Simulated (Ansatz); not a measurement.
CaCu₂Si₂:
```
CELL_PARAMETERS angstrom
     -2.01787     2.01787     4.92710
      2.01787    -2.01787     4.92710
      2.01787     2.01787    -4.92710
ATOMIC_POSITIONS crystal
  Si 0.37965 0.37965 0.00000
  Si 0.62035 0.62035 0.00000
  Ca 0.00000 0.00000 0.00000
  Cu 0.75000 0.25000 0.50000
  Cu 0.25000 0.75000 0.50000
```

Relaxed with r²SCAN.

**Question.** Map the electron localisation function on the plane through (0.380, 0.380, 0.000) spanned by u = [1, 1, 0] and v = [1, 0, 1] in lattice vectors, from the program Ansatz at the r²SCAN level (PAW).

**Answer.** x is the fraction of u, y of v (the angle between them is 90°; rows are the nearest grid lines); atoms in the plane: Si at (0.00, 0.00), Si at (0.24, 0.00), Ca at (0.62, 0.00), Cu at (0.87, 0.50), Cu at (0.37, 0.50).
```
|6237998624623553210058987898300012454236|
|4237998622323554210058988898200013455324|
|2247888732245654210038999996100113466532|
|5467888754567753211016899984000122467765|
|7777777777787632222102678741001222246887|
|8776666677875321112200133200012211124688|
|7765444567753111111210000000122111112367|
|5654323456531122211220000001221112221235|
|4442112344311245321131000012321124532124|
|3331101233212379621132100012321237962113|
|2321000133212499731132100013321249973112|
|3331101233212379621132100012321237962113|
|4442112344311245321131000012321124532124|
|5654323456531122211220000001221112221235|
|7765444567753111111210000000122111112367|
|8776666677875321112200133200012211124688|
|7777777777787632222102678741001222246887|
|5467888754567753211016899984000122467765|
|2247888732245654210038999997100113466532|
|4247998622323554210058988898200013455324|
|6237998624623553210058987898300012454236|
```
Scale: ten equal steps from 0.023 (start of '0') to 0.929 (end of '9'), in the order '0123456789'; x runs from 0.000 to 1.00, y from 0.000 (bottom) to 1.00 (top).

The density is the valence pseudo-density with augmentation charge, so density and ELF within about 1 Å of a nucleus are not all-electron values.

Space group I4/mmm. The workflow started from an entry of the Crystallography Open Database (COD). Its standing as an ambient phase is unchecked. The cell was relaxed with r²SCAN under the symmetry of its start; whether a distortion lowers the energy is not shown. The run is not spin-polarised.

Potentials: the later of the program's two PAW sets.
